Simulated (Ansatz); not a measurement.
A geometry of Mo₂C away from equilibrium: step 4 of the relaxation of a relaxed Mo2C cell displaced along its unstable phonon at q = Γ (201i cm⁻¹), largest move 0.15 Å. Level of theory: PBEsol (plane waves to 420 eV, PAW, scalar-relativistic; Ansatz, an electronic-structure program). Γ-centred k-mesh 8×8×5 on the run's cell (coarser than for final values), Fermi–Dirac smearing 0.05 eV. The plane waves were selected for a different cell earlier on the path.

```
Mo2C
1.0
    4.60729     0.00000     0.00000
   -2.30364     3.99003     0.00000
    0.00000     0.00000     5.89831
C Mo
3 6
Direct
  0.58530   0.00000   0.00000
  0.41470   0.41470   0.33333
  0.00000   0.58530   0.66667
  0.13916   0.36043   0.98076
  0.86084   0.22127   0.35258
  0.63957   0.77873   0.64742
  0.77873   0.63957   0.01924
  0.22127   0.86084   0.31409
  0.36043   0.13916   0.68591
```

Question: What forces act on the atoms (eV/Å)?

Answer: 
| atom | Fx | Fy | Fz |
|---|---|---|---|
| C1 | 0.13 | 0.00 | 0.00 |
| C2 | -0.07 | -0.12 | 0.00 |
| C3 | -0.07 | 0.12 | 0.00 |
| Mo4 | -0.69 | 0.30 | -1.57 |
| Mo5 | 0.09 | 0.74 | 1.57 |
| Mo6 | 0.09 | -0.74 | -1.57 |
| Mo7 | -0.69 | -0.30 | 1.57 |
| Mo8 | 0.60 | 0.45 | -1.57 |
| Mo9 | 0.60 | -0.45 | 1.57 |

The path ends in P3₂21 (No. 154). No spin polarisation in the result.

The run could not lose the symmetry of its start, so the end can be a saddle point.

The end of the path is a generated cell of Mo2C: the first start was made by placing the elements on the sites of a structure type, and the end was not matched to a known phase here, so it may be hypothetical.
